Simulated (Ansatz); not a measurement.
# Kick test of a cell of SiGe2

The cell was found from a proposed guess, not taken from experiment.

All numbers below come from Ansatz 0.2.0, DFT PBE, scalar-relativistic, plane waves, PAW. Plane waves to 420 eV, a k mesh through Γ of 12×12×12 on the computed 6-atom cell and Gaussian smearing (0.02 eV); no spin polarisation.

The cell below (6 atoms, space group Imma (No. 74)) is relaxed within its symmetry.

```xyz
6
Lattice="-1.9966 1.9992 8.4849 1.9966 -1.9992 8.4849 1.9966 1.9992 -8.4849" Properties=species:S:1:pos:R:3 pbc="T T T"
Si    0.0000    0.9996   12.0648
Si    1.9966    0.9996   -3.5799
Ge    1.9966    0.9996    2.1877
Ge    0.0000    0.9996    0.7265
Ge    0.0000    0.9996    6.2972
Ge    1.9966    0.9996    7.7584
```

For the test a repeat of it with 12 atoms (edges 4.00, 7.99, 8.94 Å) was strained at random (σ = 1.5 % a component), the atoms were moved at random (σ = 0.10 Å), and all was relaxed again on a coarse 4×2×4 mesh (in the run’s order of axes) with 0.10 eV smearing, with no symmetry imposed.

Question: Is the structure stable against such a distortion?

Answer: It returns, within 2 meV/atom of the unmoved cell on that mesh and with the same symmetry when read at 0.1 Å. So it is stable against the distortions that fit this cell and that this random move excites. Modes that don't fit the cell aren't tested.
